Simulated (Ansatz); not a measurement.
The relaxed structure here is a generated cell of ZnCu2SnS4: the first start was made by a random draw of sites in a space group, and the end was not matched to a known phase here, so it may be hypothetical. Known forms of ZnCu2SnS4 include space group No. 82.

One stationary structure of ZnCu2SnS4. Space group P2 (No. 3). All values below come from PBEsol (plane waves to 420 eV, PAW, scalar-relativistic; Ansatz, a first-principles code).

```cif
data_Cu2S4SnZn
_chemical_formula_sum 'Cu2 S4 Sn1 Zn1'
_space_group_name_H-M_alt 'P 1'
_space_group_IT_number 1
_cell_length_a 5.21497
_cell_length_b 5.71358
_cell_length_c 6.88299
_cell_angle_alpha 90.000
_cell_angle_beta 105.714
_cell_angle_gamma 90.000
loop_
_space_group_symop_operation_xyz
  'x, y, z'
loop_
_atom_site_label
_atom_site_type_symbol
_atom_site_fract_x
_atom_site_fract_y
_atom_site_fract_z
_atom_site_occupancy
Cu1 Cu 0.00000 0.44307 0.00000 1
Cu2 Cu 0.50000 0.48067 0.00000 1
S1 S 0.33041 0.87631 0.37556 1
S2 S 0.66959 0.87631 0.62444 1
S3 S 0.83725 0.42643 0.25159 1
S4 S 0.16275 0.42643 0.74841 1
Sn1 Sn 0.50000 0.30844 0.50000 1
Zn1 Zn 0.00000 0.71208 0.50000 1
```

Question: Give the band gap at the level PBEsol.

Answer: 0.58 eV, indirect (valence top at k = (0.1429, -0.5, 0.2), conduction bottom at Γ) (no spin-orbit coupling).

Question: What is the computed smallest direct gap (PBEsol)?

Answer: 0.66 eV at Γ.

The relaxed cell holds bonded S–S pairs (2.10 Å). No spin polarisation in the result.

The run could not lose the symmetry of its start: the end is stationary, and may be a saddle point rather than a minimum.
